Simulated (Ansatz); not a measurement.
Slab of fcc Ni (110), 5 layers

The slab is cut from the fcc crystal, the stable phase, as relaxed on PAW files (10.04 Å³/atom), with 16 Å of vacuum and a dipole correction:

```
CELL_PARAMETERS angstrom
2.42184 0.00000 0.00000
0.00000 3.42499 0.00000
0.00000 0.00000 20.84370
ATOMIC_POSITIONS crystal
Ni 0.00000 0.00000 0.38381
Ni 0.50000 0.50000 0.44190
Ni 0.00000 0.00000 0.50000
Ni 0.50000 0.50000 0.55810
Ni 0.00000 0.00000 0.61619
```

Computed with Ansatz 0.2.0; functional LDA, scalar-relativistic. Settings: a Γ-centred 15×11×1 k mesh, Fermi–Dirac smearing of 0.1 eV, spin-polarised from start moments Ni1 1, Ni2 1, Ni3 1, Ni4 1, Ni5 1 μB. Methods: LAPW: all electrons, basis error target 1 meV/atom; PAW: frozen-core files, cutoff 420 eV.

The bulk energy comes from a cell in the slab's orientation on a 15×11×15 mesh. The surface energy is (E(slab) − N·E(bulk))/2A at zero smearing, the mean of both faces; thin slabs carry quantum-size effects.

The magnetic state is the one reached from the start moments; other orders weren't searched. The PAW files were made under PBE.

Q: As cut, the LAPW slab lies 3.178 eV above 5 atoms of bulk. What surface energy is that?

A: Over two faces of 8.29 Å² it is 191.6 meV/Å², and times 16.02 J/m² per eV/Å² that gives γ = 3.069 J/m².

Q: What do relaxation and the other method give, and what work function comes out?

A: 

| method | γ as cut (J/m²) | γ relaxed (J/m²) | Φ as cut (eV) | Φ relaxed (eV) |
| --- | --- | --- | --- | --- |
| LAPW | 3.069 | 2.960 | 4.96 | 4.96 |
| PAW | 3.070 | 2.961 | 4.96 | 4.96 |

Q: How do the spacings between the planes relax?

A: From the bottom face up: d12 -11.1 % of 1.211 Å, d23 +3.5 % of 1.211 Å, d34 +3.5 % of 1.211 Å, d45 -11.1 % of 1.211 Å.

Q: How do the moments vary through the slab?

A: Ni1 0.74, Ni2 0.63, Ni3 0.65, Ni4 0.63, Ni5 0.74 μB in the LAPW spheres; the bulk has Ni 0.60 μB.

Q: A field of 0.5 V/Å is applied along the normal, atoms held. What follows?

A: LAPW finds an induced dipole of 0.1737 e·Å a cell (PAW 0.1737), that is 7.58 Å for 4πα over the area, against 4.66 Å between the outer atoms.

Q: What changes if the vacuum is set to 13 Å?

A: LAPW then gives: no gap, work function 4.96 eV; PAW: no gap, work function 4.96 eV.
